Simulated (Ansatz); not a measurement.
# SrAl2O5: relaxed-ion elastic tensor

Computed with Ansatz, DFT PBE, scalar-relativistic, plane waves, PAW. Plane waves to 420 eV; Γ-centred k mesh 6×2×4; fixed occupations. No spin polarisation.

Relaxed structure:
```yaml
crystal:
  lattice:
    - [3.51335, 0.00000, 0.00000]
    - [0.00000, 10.65754, 0.00000]
    - [0.00000, 0.00000, 5.90266]
  atoms:
    - { symbol: Sr, position: [0.00000, 0.50000, 0.94193] }
    - { symbol: Sr, position: [0.50000, 0.00000, 0.05807] }
    - { symbol: Al, position: [0.50000, 0.64601, 0.51156] }
    - { symbol: Al, position: [0.50000, 0.35399, 0.51156] }
    - { symbol: Al, position: [0.00000, 0.14601, 0.48844] }
    - { symbol: Al, position: [0.00000, 0.85399, 0.48844] }
    - { symbol: O, position: [0.50000, 0.57105, 0.22396] }
    - { symbol: O, position: [0.50000, 0.42895, 0.22396] }
    - { symbol: O, position: [0.50000, 0.50000, 0.66469] }
    - { symbol: O, position: [0.00000, 0.69124, 0.60987] }
    - { symbol: O, position: [0.00000, 0.30876, 0.60987] }
    - { symbol: O, position: [0.00000, 0.07105, 0.77604] }
    - { symbol: O, position: [0.00000, 0.92895, 0.77604] }
    - { symbol: O, position: [0.00000, 0.00000, 0.33531] }
    - { symbol: O, position: [0.50000, 0.19124, 0.39013] }
    - { symbol: O, position: [0.50000, 0.80876, 0.39013] }
```

It was reached by relaxing an invented guess, and it needn't be the stable form of this composition.

(1) Give the relaxed-ion elastic constants (GPa, Voigt order xx yy zz yz xz xy, on the Cartesian axes of the cell above).

(2) Is the crystal stable against homogeneous strain?

(3) And the moduli of a polycrystal (Hill averages)?

Results:

(1)
```
135.2  79.4  64.2   0.0   0.0   0.0
 79.3 218.4  30.4   0.0   0.0   0.0
 64.1  30.2 160.3   0.0   0.0   0.0
  0.0   0.0   0.0  13.7   0.0   0.0
  0.0   0.0   0.0   0.0  46.8   0.0
  0.0   0.0   0.0   0.0   0.0  85.3
```

(2) Yes: the least eigenvalue of the tensor is 13.7 GPa.

(3) B = 95 GPa, G = 43 GPa, E = 111 GPa, ν = 0.30.
